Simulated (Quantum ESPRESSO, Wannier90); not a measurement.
# Ag (R-3m, model phase), plane waves to Wannier functions

Cell from Materials Project (mp-989737), symmetrised, no further relaxation. This isn't the element's usual structure (fcc); take it as a model of another phase. Level: LDA, no spin polarisation, no spin-orbit coupling; pw.x of Quantum ESPRESSO at 69 Ry with PseudoDojo potentials, 6×6×6 k-points, Wannier90. Density: 16×16×16 mesh, cold smearing 0.01 Ry.

On the energy scale of pw.x, whose zero is arbitrary, the Fermi level lies at 15.72 eV.

Input w.win:

```
num_bands = 3
num_wann = 3
exclude_bands = 4-53
num_iter = 1000
conv_tol = 1.0e-6
conv_window = 4
write_hr = true
write_u_matrices = true
auto_projections = true
begin unit_cell_cart
ang
   -1.4730450472    2.5513888636    0.0000000000
   -2.9460900945    0.0000000000    0.0000000000
   -1.4730450472    0.8504629545    7.2046500000
end unit_cell_cart
begin atoms_frac
Ag   0.0000000000  0.0000000000  0.0000000000
Ag   0.2222830000  0.2222830000  0.3331510000
Ag  -0.2222830000 -0.2222830000 -0.3331510000
end atoms_frac
mp_grid = 6 6 6
begin kpoints
0.0000000000 0.0000000000 0.0000000000
0.0000000000 0.0000000000 0.1666666667
0.0000000000 0.0000000000 0.3333333333
... (213 more lines: the 6x6x6 mesh through Gamma)
end kpoints
```

Input of pw2wannier90.x that gives the overlap and projection files (equivalent; here they were cut from one run over all bands):

```
&inputpp
  outdir = './out'
  prefix = 'pwscf'
  seedname = 'w'
  write_amn = .true.
  write_mmn = .true.
  atom_proj = .true.
  atom_proj_exclude = 2 3 4 5 6 7 8 9 10 12 13 14 15 16 17 18 19 20 22 23 24 25 26 27 28 29 30
/
```

Output w.wout (banner and timings cut):

```
                                    ------
                                    SYSTEM
                                    ------

                              Lattice Vectors (Ang)
                    a_1    -1.473045   2.551389   0.000000
                    a_2    -2.946090   0.000000   0.000000
                    a_3    -1.473045   0.850463   7.204650

                   Unit Cell Volume:      54.15463  (Ang^3)

                        Reciprocal-Space Vectors (Ang^-1)
                    b_1     0.000000   2.462653  -0.290700
                    b_2    -2.132720  -1.231326  -0.290700
                    b_3     0.000000   0.000000   0.872101

 *----------------------------------------------------------------------------*
 |   Site       Fractional Coordinate          Cartesian Coordinate (Ang)     |
 +----------------------------------------------------------------------------+
 | ag   1   0.00000   0.00000   0.00000   |   -0.00000   0.00000   0.00000    |
 | ag   2   0.22228   0.22228   0.33315   |   -1.47305   0.85046   2.40024    |
 | ag   3  -0.22228  -0.22228  -0.33315   |    1.47305  -0.85046  -2.40024    |
 *----------------------------------------------------------------------------*
                                ------------
                                K-POINT GRID
                                ------------

             Grid size =  6 x  6 x  6      Total points =  216

 *---------------------------------- MAIN ------------------------------------*
 |  Number of Wannier Functions               :                 3             |
 |  Number of Objective Wannier Functions     :                 3             |
 |  Number of input Bloch states              :                 3             |
 |  Output verbosity (1=low, 5=high)          :                 1             |
 |  Timing Level (1=low, 5=high)              :                 1             |
 |  Optimisation (0=memory, 3=speed)          :                 3             |
 |  Length Unit                               :               Ang             |
 |  Post-processing setup (write *.nnkp)      :                 F             |
 |  Using Gamma-only branch of algorithms     :                 F             |
 *----------------------------------------------------------------------------*
 *------------------------------- WANNIERISE ---------------------------------*
 |  Total number of iterations                :              1000             |
 |  Number of CG steps before reset           :                 5             |
 |  Trial step length for line search         :             2.000             |
 |  Convergence tolerence                     :         0.100E-05             |
 |  Convergence window                        :                 4             |
 |  Iterations between writing output         :                 1             |
 |  Iterations between backing up to disk     :               100             |
 |  Write r^2_nm to file                      :                 F             |
 |  Write xyz WF centres to file              :                 F             |
 |  Write on-site energies <0n|H|0n> to file  :                 F             |
 |  Use guiding centre to control phases      :                 F             |
 |  Use phases for initial projections        :                 F             |
 *----------------------------------------------------------------------------*
 *-------------------------------- PLOTTING ----------------------------------*
 |  Plotting Hamiltonian in WF basis          :                 T             |
 *----------------------------------------------------------------------------*

       ... (k-mesh section left out)

 Starting a new Wannier90 calculation ...

 Reading overlaps from w.mmn

 Reading projections from w.amn

 *------------------------------- WANNIERISE ---------------------------------*
 +--------------------------------------------------------------------+<-- CONV
 | Iter  Delta Spread     RMS Gradient      Spread (Ang^2)            |<-- CONV
 +--------------------------------------------------------------------+<-- CONV

 ------------------------------------------------------------------------------
 Initial State
  WF centre and spread    1  ( -0.000000,  0.000000, -0.000000 )     0.25767556
  WF centre and spread    2  ( -1.473045,  0.850463,  2.400233 )     0.25767689
  WF centre and spread    3  (  1.473045, -0.850463, -2.400233 )     0.25767689
  Sum of centres and spreads (  0.000000,  0.000000, -0.000000 )     0.77302933

      0     0.773E+00     0.0000000000        0.7730293255  <-- CONV
        O_D=      0.0000000 O_OD=      0.0000000 O_TOT=      0.7730293 <-- SPRD
 ------------------------------------------------------------------------------
      1    -0.111E-15     0.0000000536        0.7730293255  <-- CONV
        O_D=      0.0000000 O_OD=      0.0000000 O_TOT=      0.7730293 <-- SPRD
      2     0.000E+00     0.0000000536        0.7730293255  <-- CONV
        O_D=      0.0000000 O_OD=      0.0000000 O_TOT=      0.7730293 <-- SPRD
      3    -0.111E-15     0.0000000535        0.7730293255  <-- CONV
        O_D=      0.0000000 O_OD=      0.0000000 O_TOT=      0.7730293 <-- SPRD
      4    -0.111E-15     0.0000000533        0.7730293255  <-- CONV
        O_D=      0.0000000 O_OD=      0.0000000 O_TOT=      0.7730293 <-- SPRD
             <<<     Delta < 1.000E-06  over  4 iterations     >>>
             <<< Wannierisation convergence criteria satisfied >>>
 Final State
  WF centre and spread    1  ( -0.000000,  0.000000, -0.000000 )     0.25767556
  WF centre and spread    2  ( -1.473045,  0.850463,  2.400233 )     0.25767689
  WF centre and spread    3  (  1.473045, -0.850463, -2.400233 )     0.25767689
  Sum of centres and spreads (  0.000000,  0.000000, -0.000000 )     0.77302933

         Spreads (Ang^2)       Omega I      =     0.773029322
        ================       Omega D      =     0.000000000
                               Omega OD     =     0.000000004
    Final Spread (Ang^2)       Omega Total  =     0.773029326
```
